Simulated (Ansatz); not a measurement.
GaAs3N4 placed in the structure of MgZn3O4 (space group No. 8): a relaxation of cell and atoms in the plane-wave code Ansatz (r2SCAN+rVV10). It starts from the PBEsol relaxation's end cell.

```yaml
crystal:
  lattice:
    - [5.8222150848, -1.5087578795, -1.586706673]
    - [5.8222150848, 1.5087578795, -1.586706673]
    - [-3.96581171, 0.0, 7.3340504424]
  atoms:
    - { symbol: Ga, position: [0.2597723763, 0.2597723763, 0.8353065618] }
    - { symbol: As, position: [0.7194738331, 0.7194738331, 0.4378554538] }
    - { symbol: As, position: [0.5394007099, 0.5394007099, 0.8677488736] }
    - { symbol: As, position: [0.9180223272, 0.9180223272, 0.2719558253] }
    - { symbol: "N", position: [0.0593565898, 0.0593565898, 0.7470953631] }
    - { symbol: "N", position: [0.5555838431, 0.5555838431, 0.418987258] }
    - { symbol: "N", position: [0.876517071, 0.876517071, 0.0131924662] }
    - { symbol: "N", position: [0.3098322595, 0.3098322595, 0.6457752182] }
kpoints:
  mp_grid: { grid: [8, 8, 4] }
hamiltonian:
  xc: r2scan
  dispersion: rvv10
scf:
  occupations: { method: fermi_dirac, width: 0.03 }
relax:
  f_tol: 0.01
  cell: {}
  max_steps: 120
```

The trajectory has 8 recorded frames, each with fractional positions and then forces in eV/Å along x, y and z. Some frames, the last among them, repeat a geometry solved again on a basis re-selected at its cell; pressure is positive in compression.

Step 1: energy 0.0 meV/atom from step 1, largest force component 0.251 eV/Å, pressure -0.84 GPa; a = 6.220 Å, b = 6.220 Å, c = 8.338 Å, α = 132.04°, β = 132.04°, γ = 28.07°
```
Ga 0.2598 0.2598 0.8353     0.048   0.000   0.071
As 0.7195 0.7195 0.4379    -0.176   0.000   0.218
As 0.5394 0.5394 0.8677     0.018   0.000  -0.251
As 0.9180 0.9180 0.2720     0.214   0.000  -0.143
N  0.0594 0.0594 0.7471    -0.017   0.000   0.192
N  0.5556 0.5556 0.4190     0.014   0.000  -0.101
N  0.8765 0.8765 0.0132    -0.165   0.000   0.105
N  0.3098 0.3098 0.6458     0.064   0.000  -0.090
```

Step 2: energy -0.6 meV/atom from step 1, largest force component 0.158 eV/Å, pressure -0.73 GPa; a = 6.253 Å, b = 6.253 Å, c = 8.402 Å, α = 132.06°, β = 132.06°, γ = 27.88°
```
Ga 0.2601 0.2601 0.8358     0.049   0.000   0.140
As 0.7198 0.7198 0.4419    -0.071   0.000  -0.045
As 0.5382 0.5382 0.8641     0.158   0.000   0.043
As 0.9184 0.9184 0.2700    -0.036   0.000  -0.079
N  0.0607 0.0607 0.7480    -0.101   0.000   0.076
N  0.5548 0.5548 0.4176     0.146   0.000  -0.098
N  0.8758 0.8758 0.0127    -0.101   0.000   0.071
N  0.3102 0.3102 0.6478    -0.046   0.000  -0.108
```

Q: Estimate where the relaxation ends.

A:
Step 3: energy -1.2 meV/atom from step 1, largest force component 0.055 eV/Å, pressure -0.12 GPa; a = 6.234 Å, b = 6.234 Å, c = 8.388 Å, α = 131.98°, β = 131.98°, γ = 27.90°
```
Ga 0.2605 0.2605 0.8366     0.044   0.000   0.012
As 0.7196 0.7196 0.4406    -0.020   0.000   0.021
As 0.5388 0.5388 0.8654     0.042   0.000   0.007
As 0.9178 0.9178 0.2695     0.018   0.000   0.021
N  0.0610 0.0610 0.7491    -0.026   0.000   0.036
N  0.5545 0.5545 0.4165     0.027   0.000  -0.055
N  0.8758 0.8758 0.0133    -0.048   0.000   0.003
N  0.3100 0.3100 0.6469    -0.036   0.000  -0.045
```

Step 4: energy -1.3 meV/atom from step 1, largest force component 0.035 eV/Å, pressure +0.04 GPa; a = 6.230 Å, b = 6.230 Å, c = 8.383 Å, α = 131.89°, β = 131.89°, γ = 27.91°
```
Ga 0.2607 0.2607 0.8369     0.029   0.000  -0.010
As 0.7197 0.7197 0.4404     0.011   0.000   0.022
As 0.5388 0.5388 0.8657     0.004   0.000   0.003
As 0.9179 0.9179 0.2696     0.005   0.000   0.035
N  0.0613 0.0613 0.7499     0.002   0.000   0.010
N  0.5544 0.5544 0.4157    -0.002   0.000  -0.034
N  0.8755 0.8755 0.0131    -0.020   0.000  -0.015
N  0.3098 0.3098 0.6465    -0.028   0.000  -0.011
```

Step 5: energy -1.3 meV/atom from step 1, largest force component 0.046 eV/Å, pressure -0.03 GPa; a = 6.231 Å, b = 6.231 Å, c = 8.379 Å, α = 131.71°, β = 131.71°, γ = 27.91°
```
Ga 0.2607 0.2607 0.8372    -0.006   0.000  -0.005
As 0.7206 0.7206 0.4416     0.003   0.000   0.002
As 0.5387 0.5387 0.8659     0.002   0.000  -0.038
As 0.9184 0.9184 0.2701     0.046   0.000   0.002
N  0.0615 0.0615 0.7502    -0.046   0.000   0.029
N  0.5543 0.5543 0.4138    -0.033   0.000   0.005
N  0.8742 0.8742 0.0123     0.012   0.000   0.014
N  0.3096 0.3096 0.6469     0.022   0.000  -0.009
```

Step 6: energy -1.3 meV/atom from step 1, largest force component 0.012 eV/Å, pressure 0.00 GPa; a = 6.227 Å, b = 6.227 Å, c = 8.375 Å, α = 131.67°, β = 131.67°, γ = 27.94°
```
Ga 0.2607 0.2607 0.8372    -0.009   0.000   0.004
As 0.7206 0.7206 0.4414     0.005   0.000   0.001
As 0.5384 0.5384 0.8656    -0.005   0.000   0.001
As 0.9187 0.9187 0.2703    -0.006   0.000  -0.001
N  0.0613 0.0613 0.7503     0.007   0.000  -0.003
N  0.5544 0.5544 0.4141    -0.006   0.000  -0.002
N  0.8743 0.8743 0.0124     0.003   0.000  -0.005
N  0.3095 0.3095 0.6466     0.012   0.000   0.004
```

Step 7: energy -1.3 meV/atom from step 1, largest force component 0.005 eV/Å, pressure 0.00 GPa; a = 6.227 Å, b = 6.227 Å, c = 8.376 Å, α = 131.67°, β = 131.67°, γ = 27.94°
```
Ga 0.2607 0.2607 0.8372    -0.005   0.000   0.002
As 0.7207 0.7207 0.4415     0.001   0.000  -0.002
As 0.5384 0.5384 0.8657    -0.004   0.000   0.003
As 0.9186 0.9186 0.2702     0.003   0.000   0.001
N  0.0613 0.0613 0.7503     0.005   0.000  -0.004
N  0.5543 0.5543 0.4140     0.000   0.000  -0.001
N  0.8744 0.8744 0.0123     0.001   0.000  -0.002
N  0.3096 0.3096 0.6467     0.000   0.000   0.002
```

Step 8: energy -1.4 meV/atom from step 1, largest force component 0.005 eV/Å, pressure 0.00 GPa; a = 6.227 Å, b = 6.227 Å, c = 8.376 Å, α = 131.67°, β = 131.67°, γ = 27.94°
```
Ga 0.2607 0.2607 0.8372    -0.005   0.000   0.002
As 0.7207 0.7207 0.4415     0.001   0.000  -0.002
As 0.5384 0.5384 0.8657    -0.004   0.000   0.003
As 0.9186 0.9186 0.2702     0.003   0.000   0.001
N  0.0613 0.0613 0.7503     0.005   0.000  -0.004
N  0.5543 0.5543 0.4140     0.000   0.000  -0.001
N  0.8744 0.8744 0.0123     0.001   0.000  -0.002
N  0.3096 0.3096 0.6467     0.000   0.000   0.002
```

The walk took 7 steps, besides SCFs solved again on a fresh basis, and changed the volume by +0.9 %. The last SCF, on a fresh basis, lies 1.4 meV an atom below the first. Final cell: space group Cm (No. 8), monoclinic; conventional cell a = 12.085 Å, b = 3.006 Å, c = 8.376 Å, β = 133.2°, 13.85 Å³ an atom. Around Ga lie 4 N at 1.88–2.05 Å; around As lie 3 N at 1.86–1.96 Å; around As lie 3 N at 1.91–2.02 Å; around As lie 3 N at 1.84–1.92 Å; around N lie 2 As at 1.91 Å and 1 Ga at 1.98 Å; around N lie 3 As at 1.86–1.92 Å; around N lie 1 As at 1.84 Å and 2 Ga at 1.88 Å; around N lie 3 As at 1.96–2.02 Å and 1 Ga at 2.05 Å.

Command: `ansatz run input.yaml --threads 4 --pin off --max-ram 4608MiB --backend cpu --events-out ev --progress --plain --runs-dir out`. It took 3.2 min on 4 threads of Arm Neoverse V1 (shared host), load about 0.5 per core; peak host memory 0.94 GiB.

These are computed values for a spin-unpolarised cell that may be hypothetical; none is a measurement.
